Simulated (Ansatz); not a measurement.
Ansatz input

```yaml
crystal:
  lattice:
    - [3.2864412422, 0.0, 0.0]
    - [-1.6432206211, 2.8461416038, 0.0]
    - [0.0, 0.0, 5.4682625529]
  atoms:
    - { symbol: Sn, position: [0.3333333333, 0.6666666667, 0.25] }
    - { symbol: Sn, position: [0.6666666667, 0.3333333333, 0.75] }
hamiltonian:
  xc: lda
  pseudopotentials:
    kind: paw
    azcp:
      Sn: "pseudopotentials/Sn.paw.azcp"
basis:
  ecutwfc: 420
  fft_grid_basis: typed
kpoints:
  mp_grid: { grid: [18, 18, 10], shift: [0, 0, 0] }
magnetization:
  spin_polarized: false
scf:
  occupations: { method: fermi_dirac, width: 0.1 }
output:
  write_density: true
  write_potential: true
  elf: true
  volumetric_format: npy
```

Terminal output

```
Warning: the record states the generating functional pbe (its physics header spells it `PBE`), which answers neither for hamiltonian.xc's functional nor for the lda family's — results may be inconsistent (PPs are generated against a specific XC)
Engine: ansatz 0.2.0, x86_64-unknown-linux-gnu
Pseudopotentials: kind: paw
Pseudopotential: Sn, paw, valence charge 14, recommended cutoff 420 eV (normal) 
Functional definition: SPW92
  exchange = slater_x
  correlation = pw_c
Crystal: 2 atoms, lattice volume = 51.148 Å³
Basis set: ecut = 420 eV, 1003 PW (Γ)
Bands: 18, of which v1, the nominal top of the filled ones, is band 14 counted from 1 (13 counted from 0)
Symmetry: 24 space group operations
Space group: P63/mmc (ITA 194), of the structure as read, at distance tolerance 3.7e-5 Å
k-points: 222 of 3240
Non-local potential: Sn, projectors of the file, l = 0: 2, l = 1: 2, l = 2: 2, l = 3: 2
PAW form: soft (Blöchl's): semilocal exchange-correlation on the pseudo side does not see the compensation charge
PAW frozen core: Sn, regenerated for the run's functional, and the local potential with it (the file was generated under x = pbe(κ = 0.804, μ = 0.2195149727645171), c = pbe(β = 0.06672455060314922))
PAW one-centre angular grid: Sn, 590 points (default); XC on 64 Gauss nodes
Initial density: superposition of atomic densities (neutral atoms: chi_scale 0, normalization atom), corrected by the library's trained network
Initial wavefunctions: pseudopotential atomic-orbital guess
Functional: x = slater, c = lda
SCF iter   1: F=—  HF=-11759.013875 eV  |F-HF|=—  |Δ(HF+E_count)|=         —  Δρ=6.89e-3  dr2=1.14e-2  ethr=1.77e-3  ⟨swp⟩=5.4  Hψ=19249  notcnv=0
SCF iter   2: F=—  HF=-11759.008290 eV  |F-HF|=—  |Δ(HF+E_count)|=   5.58e-3  Δρ=3.71e-3  dr2=3.62e-3  ethr=4.08e-5  ⟨swp⟩=1.4  Hψ=5937  notcnv=0
SCF iter   3: F=—  HF=-11759.007094 eV  |F-HF|=—  |Δ(HF+E_count)|=   1.20e-3  Δρ=5.68e-4  dr2=2.45e-4  ethr=1.29e-5  ⟨swp⟩=2.0  Hψ=6190  notcnv=0
SCF iter   4: F=—  HF=-11759.007044 eV  |F-HF|=—  |Δ(HF+E_count)|=   5.05e-5  Δρ=4.00e-4  dr2=4.25e-5  ethr=8.74e-7  ⟨swp⟩=2.0  Hψ=7087  notcnv=0
SCF iter   5: F=—  HF=-11759.007009 eV  |F-HF|=—  |Δ(HF+E_count)|=   3.50e-5  Δρ=1.16e-4  dr2=5.94e-6  ethr=1.52e-7  ⟨swp⟩=2.0  Hψ=7089  notcnv=0
SCF iter   6: F=—  HF=-11759.007006 eV  |F-HF|=—  |Δ(HF+E_count)|=   2.43e-6  Δρ=5.53e-5  dr2=1.26e-6  ethr=2.12e-8  ⟨swp⟩=2.1  Hψ=7095  notcnv=0
SCF iter   7: F=-11759.007006 eV  HF=-11759.007006 eV  |F-HF|=1.74e-8  |Δ(HF+E_count)|=   7.47e-7  Δρ=6.29e-6  dr2=1.73e-8  ethr=3.57e-10  ⟨swp⟩=1.4  Hψ=12294  notcnv=0
SCF 1 converged in 7 iterations: F = -11759.007006 eV  dr2 = 1.73e-8
SCF converged after 7 iterations
Free energy (F): -11759.007006 eV
Harris-Foulkes:  -11759.007006 eV  (|F-HF|=1.74e-8)
Internal energy: -11758.969337 eV  (E = F + TS)
E sigma→0 (E₀):  -11758.988171 eV
Entropy (-TS):   -0.037669 eV (-18.834 meV/atom)
Fermi energy:    11.445794 eV
--- Per-component energies (eV) ---
  E_band       = -144.817582
  E_kinetic    = 376.029861
  E_local      = -1572.646814  (includes V_loc(G=0)·N_el)
  E_nonlocal   = -56.652341
  E_hartree    = 1006.189045
  E_xc         = -759.822114
  E_vxc        = -199.200261  (∫ρ·V_xc dr)
  E_paw        = -7986.326410  (= ΣΔE_a)
  E_vpaw       = -704.718837  (= ΣTr[D̂ρ^β])
  E_aug_tail   = -0.000001  (compensation charges beyond the density's cutoff)
  E_ewald      = -2766.590359
  E_core_change = 0.849796  (= ΣΔE_core)
  E_smearing   = -0.037669  (= −TS)
  E_closure    = 0.000000  (closes the sum)
  Σ components = -11759.007006   (vs F -11759.007006, Δ=0.00e0)
--- Band table (eV; the first three rows and the last of 222) ---
  k-point 0: bands = ["-10.0086", "-10.0057", "-9.9914", "-9.9914", "-9.9788", "-9.9788", "-9.9289", "-9.9289", "-9.8226", "-9.8226", "-0.1375", "4.3083", "6.5200", "17.7071", "17.7071", "19.3317", "19.5119", "19.5119"]
  k-point 1: bands = ["-10.0083", "-10.0056", "-9.9933", "-9.9933", "-9.9801", "-9.9801", "-9.9241", "-9.9241", "-9.8242", "-9.8242", "-0.0849", "3.9096", "7.0248", "17.7500", "17.7500", "18.6035", "19.4785", "19.4785"]
  k-point 2: bands = ["-10.0075", "-10.0052", "-9.9970", "-9.9970", "-9.9836", "-9.9836", "-9.9120", "-9.9120", "-9.8292", "-9.8292", "0.0731", "3.1717", "8.0806", "17.1292", "17.8760", "17.8760", "19.3729", "19.3729"]
  k-point 221: bands = ["-10.0105", "-10.0105", "-9.9420", "-9.9420", "-9.9042", "-9.9042", "-9.9007", "-9.9007", "-9.8172", "-9.8172", "6.2748", "6.2748", "8.4272", "8.4272", "9.4030", "9.4030", "16.5869", "16.5869"]
```
